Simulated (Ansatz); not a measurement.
ZnS (wurtzite), frozen-phonon scan

Starting cell, ZnS (wurtzite):

```xyz
4
Lattice="3.8451 0.0000 0.0000 -1.9226 3.3300 0.0000 0.0000 0.0000 6.3057" Properties=species:S:1:pos:R:3 pbc="T T T"
Zn     1.9226     1.1100     6.3047
Zn     0.0000     2.2200     3.1519
S      1.9226     1.1100     3.9432
S      0.0000     2.2200     0.7904
```

A phonon eigenvector at Γ is frozen into this cell: atom i moves by Q times the vector below, so Q is the largest atomic displacement, in Å. The cell is held. It is one choice among 2 degenerate patterns.

```json
[
 {"atom": "Zn1", "x": "0.000", "y": "-0.396", "z": "0.000"},
 {"atom": "Zn2", "x": "0.000", "y": "0.396", "z": "0.000"},
 {"atom": "S3", "x": "0.000", "y": "-1.000", "z": "0.000"},
 {"atom": "S4", "x": "0.000", "y": "1.000", "z": "0.000"}
]
```

Level of theory: PBE (plane waves to 420 eV, PAW, scalar-relativistic; Ansatz, a quantum-chemistry and plane-wave program). k mesh 10×10×5 (Γ-centred), Fermi-Dirac smearing 0.05 eV. The energy includes the smearing's −TS. Stress and pressure are positive under compression. ZnS was relaxed with its symmetry unable to fall. ΔE is measured from the undisplaced structure.

```json
[
 {"Q (Å)": "-0.100", "ΔE (meV/cell)": "95.7", "P (GPa)": "0.61", "−dE/dQ from forces (eV/Å)": "1.770"},
 {"Q (Å)": "-0.083", "ΔE (meV/cell)": "68.2", "P (GPa)": "0.43", "−dE/dQ from forces (eV/Å)": "1.533"},
 {"Q (Å)": "-0.067", "ΔE (meV/cell)": "44.8", "P (GPa)": "0.28", "−dE/dQ from forces (eV/Å)": "1.275"},
 {"Q (Å)": "-0.050", "ΔE (meV/cell)": "25.8", "P (GPa)": "0.16", "−dE/dQ from forces (eV/Å)": "0.994"},
 {"Q (Å)": "-0.033", "ΔE (meV/cell)": "11.8", "P (GPa)": "0.07", "−dE/dQ from forces (eV/Å)": "0.689"},
 {"Q (Å)": "-0.017", "ΔE (meV/cell)": "3.0", "P (GPa)": "0.02", "−dE/dQ from forces (eV/Å)": "0.358"},
 {"Q (Å)": "0.000", "ΔE (meV/cell)": "0.0", "P (GPa)": "0.00", "−dE/dQ from forces (eV/Å)": "0.000"},
 {"Q (Å)": "0.017", "ΔE (meV/cell)": "3.2", "P (GPa)": "0.02", "−dE/dQ from forces (eV/Å)": "-0.387"},
 {"Q (Å)": "0.033", "ΔE (meV/cell)": "13.1", "P (GPa)": "0.08", "−dE/dQ from forces (eV/Å)": "-0.804"},
 {"Q (Å)": "0.050", "ΔE (meV/cell)": "30.2", "P (GPa)": "0.18", "−dE/dQ from forces (eV/Å)": "-1.255"},
 {"Q (Å)": "0.067", "ΔE (meV/cell)": "55.1", "P (GPa)": "0.34", "−dE/dQ from forces (eV/Å)": "-1.741"},
 {"Q (Å)": "0.083", "ΔE (meV/cell)": "88.4", "P (GPa)": "0.54", "−dE/dQ from forces (eV/Å)": "-2.265"},
 {"Q (Å)": "0.100", "ΔE (meV/cell)": "130.8", "P (GPa)": "0.79", "−dE/dQ from forces (eV/Å)": "-2.830"}
]
```

Read from the data:

| Quantity | Value |
|---|---|
| Energy at Q = 0.100 Å | 130.8 meV/cell |
| Space group of the distorted cell | Cmc2_1 (No. 36), lowered from P6_3mc |
| Symmetry of the curve | not even: the positive side lies higher at ±0.100 Å |
| Shape of the curve | a single well with its minimum at or next to zero displacement |
| Harmonic wavenumber from the curvature (finite differences) | 268 cm⁻¹ |
| Wavenumber by perturbation theory (DFPT, on another k mesh) | 268 cm⁻¹ |

The 13 points together took about 2.8 core-minutes (a rough figure).

(A displaced cell: forces are minus the slopes of the energy, force constants its curvatures, and phonons follow from these.)
